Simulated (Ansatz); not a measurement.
Method: Ansatz, DFT PBE, scalar-relativistic, plane waves, PAW. Settings: cutoff 420 eV, Γ-centred meshes spaced at most about 0.3 Å⁻¹, and about 0.25 Å⁻¹ or finer for metals (2π included), Gaussian smearing. No spin polarisation in the final relaxations.

Temperature and zero-point effects are left out.

Two forms of Si2W3 were relaxed alike.

A.

```yaml
crystal:
  lattice:
    - [3.16295, 0.00000, 0.00000]
    - [0.00000, 3.16295, 0.00000]
    - [0.00000, 0.00000, 9.07090]
  atoms:
    - { symbol: Si, position: [0.50000, 0.00000, 0.00000] }
    - { symbol: Si, position: [0.00000, 0.50000, 0.00000] }
    - { symbol: W, position: [0.00000, 0.00000, 0.22722] }
    - { symbol: W, position: [0.00000, 0.00000, 0.77278] }
    - { symbol: W, position: [0.00000, 0.00000, 0.50000] }
```

B.

```yaml
crystal:
  lattice:
    - [4.46676, 0.00000, 0.00000]
    - [0.00000, 4.46676, 0.00000]
    - [0.00000, 0.00000, 4.46676]
  atoms:
    - { symbol: Si, position: [0.50000, 0.50000, 0.50000] }
    - { symbol: Si, position: [0.00000, 0.00000, 0.00000] }
    - { symbol: W, position: [0.50000, 0.00000, 0.00000] }
    - { symbol: W, position: [0.00000, 0.50000, 0.00000] }
    - { symbol: W, position: [0.00000, 0.00000, 0.50000] }
```

Question: Which form is favoured at zero pressure, and by what margin per atom?

Answer: B is lower, by 7 meV/atom. A has space group P4/mmm (No. 123), 18.1 Å³/atom and no gap on its mesh; B has space group Pm-3m (No. 221), 17.8 Å³/atom and no gap. Counting Si atoms around W (those within 1.25 times the shortest such distance or 1.15 times the sum of covalent radii; a plus sign parts nearer from farther groups; the shortest distance is added where it is long for a bond; a slash parts the counts of unlike sites), A has W 4/8+16 from 4.8 Å and B has W 2. A holds Si–Si nets (shortest 2.24 Å); in B the shortest Si–Si distance is 3.87 Å. Even the lower one lies +1.49 eV/atom against the reference forms of the elements (uncorrected), so neither is stable at this level. In A, Si has 4 Si at 2.24 Å and 4 W at 2.60 Å; around W on a site of symmetry 4mm lie 1 W at 2.47 Å, 4 Si at 2.60 Å and 4 W at 3.16 Å; W on a site of symmetry 4/mmm is surrounded by 2 W at 2.47 Å. In B, around Si on its first site lie 12 W at 3.16 Å; around Si on its second site lie 6 W at 2.23 Å; W has 2 Si at 2.23 Å, 4 Si at 3.16 Å and 8 W at 3.16 Å. Both come from invented guesses. A third cell relaxed alike, in P4/mbm (a Materials Project cell), lies 1.47 eV/atom below the lower of the two.

For metals, differences of a few meV/atom aren't resolved. These runs have no spin–orbit coupling, which can matter for W. Cells relaxed within their symmetry can be saddle points.
